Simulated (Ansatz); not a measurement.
With DFT-PBEsol in the program Ansatz with PAW potentials, C in the hexagonal phase (P6_222; C on 3c) relaxes to a = 2.592 Å, c = 2.783 Å.

It is gapped at this level: 1.77 eV (indirect). The valence maximum lies at A and the conduction minimum at M (3 equivalent valleys). The screened hybrid HSE06 puts the gap at 2.89 eV. Electrons at the band edge weigh 0.24, 0.35, 0.41 mₑ (principal values). The hole mass is 0.50 mₑ (isotropic).

An equation-of-state fit gives a bulk modulus of 447 GPa. The relaxed-ion elastic constants in GPa are C11 = 1200, C12 = 87.7, C13 = 71.0, C33 = 1170, C44 = 554. The elastic constants imply a Debye temperature near 2270 K. Perturbation theory gives ε∞ = 8.26 (xx = yy), 8.73 (zz). The phonon dispersion is stable (no imaginary branch). The highest mode at Γ lies at 1131 cm^-1.

The start of the workflow was typed in or built on a structure type; neither database checked (COD, Materials Project) lists it. It is not the phase usual at ambient conditions (space group No. 194, 227). The cell was relaxed with PBEsol under the symmetry of its start.

Potentials: the earlier of the program's two PAW sets. The files were generated under PBE; for other functionals the program regenerates the frozen cores, and for LDA and PBEsol the local potential too.
